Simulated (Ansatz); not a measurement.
# MgSb₂P₂O₁₀ — ²⁵Mg nuclear quadrupole resonance

Cell: a Materials Project structure (computed, not necessarily an observed phase), taken as it stands.

```xyz
15
Lattice="5.4945 0.0000 0.0000 -0.4005 5.5064 0.0000 -2.4347 -2.4221 7.1012" Properties=species:S:1:pos:R:3 pbc="T T T"
Mg    2.2225    0.4707    5.0134
Sb   -1.5589    4.2398    3.5400
Sb    0.0097    0.0979    0.3024
P    -0.2830    1.5787    5.1531
P     2.8474    1.5169    1.9025
O     0.9486    1.6946    6.0701
O     0.1219    0.2623    4.3297
O     1.5520    1.2824    1.1236
O     2.7069    2.8865    2.6176
O    -0.5722    4.4235    1.9131
O     3.2037   -1.2481    5.0793
O    -0.2817    2.8034    4.1710
O    -1.6426    1.4184    5.8197
O     3.0145    0.4273    3.0387
O     4.0669    1.4900    0.9494
```

Atoms are numbered from 1 in the order listed; like atoms form one site, named after its first atom.

Computed with Ansatz: DFT, PBE, plane waves and PAW, scalar-relativistic, 420 eV cutoff, Γ-centred 6×6×5 k-points, Fermi–Dirac smearing 0.05 eV.

²⁵Mg: I = 5/2, Q = 199.4 mb (year-2017 value). Static lattice, zero field.

**Question.** Predict the zero-field ²⁵Mg lines of each site.

**Answer.** For I = 5/2 and η = 0 the lines are 3|C_Q|/20 and twice that; η pulls their ratio below 2. At large η the states mix, and weaker lines appear at sums of the main ones; lines under 5 % of the strongest are left out.

```csv
site,atoms,V_zz (10²¹ V/m²),C_Q (MHz),η,line frequencies (MHz)
Mg,1,-2.64,-12.7,0.89,"3.12, 3.43, 6.55"
```
